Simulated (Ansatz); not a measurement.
An Ansatz (a quantum-chemistry and plane-wave program) run. Input:

Ansatz 0.2 input:
```yaml
crystal:
  lattice:
    - [2.0558332392, -5.2969001566, 0.0]
    - [2.0558332392, 5.2969001566, 0.0]
    - [0.0, 0.0, 4.1595958102]
  atoms:
    - { symbol: Rb, position: [0.638097979, 0.361902021, 0.2590619756] }
    - { symbol: Rb, position: [0.361902021, 0.638097979, 0.7590619756] }
    - { symbol: H, position: [0.9706215016, 0.0293784984, 0.4041174776] }
    - { symbol: H, position: [0.0293784984, 0.9706215016, 0.9041174776] }
    - { symbol: O, position: [0.9054547173, 0.0945452827, 0.2322105467] }
    - { symbol: O, position: [0.0945452827, 0.9054547173, 0.7322105467] }
kpoints:
  mp_grid: { grid: [6, 6, 6] }
  band_path:
    path:
      - [[0.0, 0.0, 0.0], [-0.5, 0.5, 0.0], [-0.2876592964, 0.7123407036, 0.0]]  # Γ-Y-C_0
      - [[0.2876592964, 0.2876592964, 0.0], [0.0, 0.0, 0.0], [0.0, 0.0, 0.5], [0.2876592964, 0.2876592964, 0.5]]  # Σ_0-Γ-Z-A_0
      - [[-0.2876592964, 0.7123407036, 0.5], [-0.5, 0.5, 0.5], [-0.5, 0.5, 0.0]]  # E_0-T-Y
      - [[0.0, 0.0, 0.0], [0.0, 0.5, 0.0], [0.0, 0.5, 0.5], [0.0, 0.0, 0.5], [-0.5, 0.5, 0.5]]  # Γ-S-R-Z-T
      - [VBM, CBM]
    npoints: 6
basis: { xc_grid: 2 }
hamiltonian:
  xc: pbesol
  pseudopotentials: { kind: paw }
magnetization: { noncollinear: true, spin_orbit: true }
scf:
  n_extra_bands: 12
  convergence: { dr2_threshold: 0.0000000001 }
  occupations: { method: gaussian, width: 0.01 }
checkpoint: { write: soc.run }
output: { eigenvalues: true }
```

Output (shortened):

```
Pseudopotential: Rb, paw_fr, valence charge 9
Pseudopotential: H, paw_fr, valence charge 1
Pseudopotential: O, paw_fr, valence charge 6
Functional definition: PBEsol
non-collinear run that drives no moment, with spin-orbit …
Crystal: 6 atoms, lattice volume = 90.592 Å³
Basis set: ecut = 420 eV, 1787 PW (Γ), exchange–correlation on 80×80×60 points (8 copies of the dense FFT grid, shifted against one another)
Bands: 44, of which v1, the nominal top of the filled ones, is band 32 counted from 1 (31 counted from 0)
Symmetry: 4 space group operations + 4 with time reversal
k-points: 52 of 216 (time reversal used)
Projection manifold: j_resolved (fully-relativistic pseudo-atomic orbitals)
SCF iter   1: F=—  HF=-7591.727742 eV  |F-HF|=—  |Δ(HF+E_count)|=         —  Δρ=6.63e-2  dr2=3.59e0  dr2_m=0.00e0 (ungated)  ethr=3.10e-3  |M|=0.00e0 ∫|m|=0.00e0 μB  |m|>n=0.0e0 m-floor=0.0e0 τ_xc=0.0e0  β_m=0.30  ⟨swp⟩=9.4  Hψ=13410  notcnv=0  defer=10
preconditioner: auto → Resta (q_TF=auto, 2.294 Å⁻¹)
spin=Noncollinear: Resta preconditioning applied to the charge; magnetization (m_x, m_y, m_z) channels mix plain (no charge-response kernel on spin).
SCF iter   2: F=—  HF=-7591.062703 eV  |F-HF|=—  |Δ(HF+E_count)|=   6.65e-1  Δρ=3.12e-2  dr2=9.08e-1  dr2_m=0.00e0 (ungated)  ethr=3.10e-3  |M|=0.00e0 ∫|m|=0.00e0 μB  |m|>n=0.0e0 m-floor=0.0e0 τ_xc=0.0e0  β_m=0.41  ⟨swp⟩=2.9  Hψ=4077  notcnv=0  defer=368
SCF iter   3: F=—  HF=-7590.896760 eV  |F-HF|=—  |Δ(HF+E_count)|=   1.66e-1  Δρ=1.45e-2  dr2=1.88e-1  dr2_m=0.00e0 (ungated)  ethr=2.84e-3  |M|=0.00e0 ∫|m|=0.00e0 μB  |m|>n=0.0e0 m-floor=0.0e0 τ_xc=0.0e0  β_m=0.56  ⟨swp⟩=3.2  Hψ=3830  notcnv=0  defer=368
SCF iter   4: F=—  HF=-7590.890426 eV  |F-HF|=—  |Δ(HF+E_count)|=   6.33e-3  Δρ=3.68e-3  dr2=9.23e-3  dr2_m=0.00e0 (ungated)  ethr=5.87e-4  |M|=0.00e0 ∫|m|=0.00e0 μB  |m|>n=0.0e0 m-floor=0.0e0 τ_xc=0.0e0  β_m=0.78  ⟨swp⟩=3.0  Hψ=3740  notcnv=0  defer=368
SCF iter   5: F=—  HF=-7590.897918 eV  |F-HF|=—  |Δ(HF+E_count)|=   7.49e-3  Δρ=4.43e-4  dr2=2.07e-4  dr2_m=0.00e0 (ungated)  ethr=2.88e-5  |M|=0.00e0 ∫|m|=0.00e0 μB  |m|>n=0.0e0 m-floor=0.0e0 τ_xc=0.0e0  β_m=0.89  ⟨swp⟩=3.8  Hψ=3853  notcnv=0  defer=368
SCF iter   6: F=—  HF=-7590.898383 eV  |F-HF|=—  |Δ(HF+E_count)|=   4.65e-4  Δρ=1.22e-4  dr2=1.71e-5  dr2_m=0.00e0 (ungated)  ethr=6.46e-7  |M|=0.00e0 ∫|m|=0.00e0 μB  |m|>n=0.0e0 m-floor=0.0e0 τ_xc=0.0e0  β_m=0.94  ⟨swp⟩=3.0  Hψ=3928  notcnv=0  defer=368
SCF iter   7: F=—  HF=-7590.898418 eV  |F-HF|=—  |Δ(HF+E_count)|=   3.55e-5  Δρ=2.27e-5  dr2=5.25e-7  dr2_m=0.00e0 (ungated)  ethr=5.35e-8  |M|=0.00e0 ∫|m|=0.00e0 μB  |m|>n=0.0e0 m-floor=0.0e0 τ_xc=0.0e0  β_m=0.97  ⟨swp⟩=2.0  Hψ=3564  notcnv=0  defer=368
SCF iter   8: F=—  HF=-7590.898485 eV  |F-HF|=—  |Δ(HF+E_count)|=   6.67e-5  Δρ=5.66e-6  dr2=3.06e-8  dr2_m=0.00e0 (ungated)  ethr=1.64e-9  |M|=0.00e0 ∫|m|=0.00e0 μB  |m|>n=0.0e0 m-floor=0.0e0 τ_xc=0.0e0  β_m=0.99  ⟨swp⟩=2.1  Hψ=3613  notcnv=0  defer=368
SCF iter  12: F=-7590.898485 eV  HF=-7590.898485 eV  |F-HF|=9.09e-13  |Δ(HF+E_count)|=  2.82e-11  Δρ=4.24e-8  dr2=1.38e-12  dr2_m=0.00e0 (ungated)  ethr=1.00e-12  |M|=0.00e0 ∫|m|=0.00e0 μB  |m|>n=0.0e0 m-floor=0.0e0 τ_xc=0.0e0  ⟨swp⟩=1.0  Hψ=5022  notcnv=0
SCF 1 converged in 12 iterations: F = -7590.898485 eV  dr2 = 1.38e-12
NSCF: frozen V_eff on 52 k-points
NSCF: frozen V_eff on 52 k-points
NSCF: frozen V_eff on 38 k-points
NSCF: frozen V_eff on 5 k-points
NSCF: frozen V_eff on 8 k-points
NSCF: frozen V_eff on 12 k-points
NSCF: frozen V_eff on 5 k-points
NSCF: frozen V_eff on 12 k-points
NSCF: frozen V_eff on 77 k-points
SCF converged after 12 iterations
Magnetization: |M| = 0.0000 μB,  M = (+0.0000, +0.0000, +0.0000) μB
Absolute magnetization: 0.0000 μB (∫|m|)
  site 0: m = (+0.0000, +0.0000, +0.0000) μB, |m| = 0.0000 μB  (R = 1.15 Å)
  site 1: m = (+0.0000, +0.0000, +0.0000) μB, |m| = 0.0000 μB  (R = 1.15 Å)
  site 2: m = (+0.0000, +0.0000, +0.0000) μB, |m| = 0.0000 μB  (R = 0.41 Å)
  site 3: m = (+0.0000, +0.0000, +0.0000) μB, |m| = 0.0000 μB  (R = 0.41 Å)
  site 4: m = (+0.0000, +0.0000, +0.0000) μB, |m| = 0.0000 μB  (R = 0.41 Å)
  site 5: m = (+0.0000, +0.0000, +0.0000) μB, |m| = 0.0000 μB  (R = 0.41 Å)
Free energy (F): -7590.898485 eV
Harris-Foulkes:  -7590.898485 eV  (|F-HF|=9.09e-13)
Internal energy: -7590.898485 eV  (E = F + TS)
E sigma→0 (E₀):  -7590.898485 eV
Fermi energy:    5.992379 eV
--- Per-component energies (eV) ---
  E_band       = -163.086721
  E_kinetic    = 764.839253
  E_local      = -1769.217604  (includes V_loc(G=0)·N_el)
  E_nonlocal   = 449.460975
  E_hartree    = 513.011891
  E_xc         = -424.048547
  E_vxc        = -485.375525  (∫ρ·V_xc dr)
  E_paw        = -5445.070007  (= ΣΔE_a)
  E_vpaw       = -148.820138  (= ΣTr[D̂ρ^β])
  E_aug_tail   = 0.002529  (compensation charges beyond the density's cutoff)
  E_ewald      = -1680.195731
  E_core_change = 0.318756  (= ΣΔE_core)
  E_smearing   =  0.000000  (= −TS)
  E_closure    = 0.000000  (closes the sum)
  Σ components = -7590.898485   (vs F -7590.898485, Δ=0.00e0)
  [band-id]    e_kinetic+e_local+e_nonlocal+2·e_hartree+e_vxc+e_vpaw+e_augmentation_tail = -163.086728   (vs E_band -163.086721, Δ=-6.68e-6)
--- Band table (eV; the first three rows and the last of 52) ---
  k-point 0: bands = ["-20.9656", "-20.9656", "-20.7465", "-20.7465", "-12.7329", "-12.7329", "-11.9192", "-11.9192", "-5.9577", "-5.9577", "-5.3060", "-5.3060", "-5.1753", "-5.1753", "-4.7844", "-4.7844", "-4.4555", "-4.4555", "-4.3127", "-4.3127", "0.0474", …
  k-point 1: bands = ["-20.9454", "-20.9454", "-20.7554", "-20.7554", "-12.6908", "-12.6908", "-11.9902", "-11.9902", "-5.9102", "-5.9102", "-5.3440", "-5.3440", "-5.1392", "-5.1392", "-4.7580", "-4.7580", "-4.4854", "-4.4854", "-4.3976", "-4.3976", …
  k-point 2: bands = ["-20.8941", "-20.8941", "-20.7839", "-20.7839", "-12.5692", "-12.5692", "-12.1693", "-12.1693", "-5.7837", "-5.7837", "-5.4564", "-5.4564", "-5.0284", "-5.0284", "-4.6937", "-4.6937", "-4.6044", "-4.6044", "-4.5471", "-4.5471", …
  k-point 51: bands = ["-20.8304", "-20.8304", "-20.8304", "-20.8304", "-12.4214", "-12.4214", "-12.4214", "-12.4214", "-5.6699", "-5.6699", "-5.6699", "-5.6699", "-4.8032", "-4.8032", "-4.8032", "-4.8032", "-4.3853", "-4.3853", "-4.3853", "-4.3853", …
```

Cost: around 2.7 core-minutes (rough) on shared cores.

Space group Cmc2_1. The first step of the workflow began from a Materials Project structure, measured or hypothetical; the Crystallography Open Database copy checked does not list it. Whether it is the stable phase at ambient conditions was not checked. Symmetry was held in the PBEsol relaxation; its stability against distortions is not shown here.

Potentials: the later of the program's two PAW sets.

Ansatz is a plane-wave DFT program.
